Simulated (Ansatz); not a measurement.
GaSb:
```xyz
4
Lattice="3.9657 0.0000 0.0000 -1.9828 3.4344 0.0000 0.0000 0.0000 7.0007" Properties=species:S:1:pos:R:3 pbc="T T T"
Ga     0.0000     0.0000     0.0000
Ga     0.0000     0.0000     3.5004
Sb     0.0000     2.2896     1.7502
Sb     1.9828     1.1448     5.2505
```

Relaxed with r²SCAN. Special points in fractions of this cell's reciprocal vectors: Γ (0.000, 0.000, 0.000); M (0.500, 0.000, 0.000); K (0.333, 0.333, 0.000); A (0.000, 0.000, 0.500); L (0.500, 0.000, 0.500); H (0.333, 0.333, 0.500).

### Question
List the band energies nearest the Fermi level at these points for plane-wave PAW r²SCAN with spin–orbit coupling (Ansatz code).

### Answer
In eV from the Fermi level; about four levels below and three above (degenerate sets whole), none deeper than 8.9 eV; points with the same levels are listed once.

| k | below | above |
|---|---|---|
| Γ | -0.64 -0.64 -0.14 -0.14 | 0.19 0.19 0.47 0.47 |
| M | -3.95 -3.95 -2.14 -2.14 | 0.42 0.42 1.24 1.24 |
| K | -2.85 -2.85 -2.75 -2.75 | 4.72 4.72 4.88 4.88 |
| A | -4.95 -4.95 -4.95 -4.95 | 0.37 0.37 0.37 0.37 |
| L | -1.03 -1.03 -1.03 -1.03 | 3.31 3.31 3.31 3.31 |
| H | -0.13 -0.13 -0.05 -0.05 | 2.15 2.15 2.21 2.21 |

Space group P6_3/mmc (NiAs type). The start of the workflow was typed in or built on a structure type; neither database checked (COD, Materials Project) lists it. It is not the phase usual at ambient conditions (space group No. 216). Symmetry was held in the r²SCAN relaxation; its stability against distortions is not shown here.

Potentials: the earlier of the program's two PAW sets.
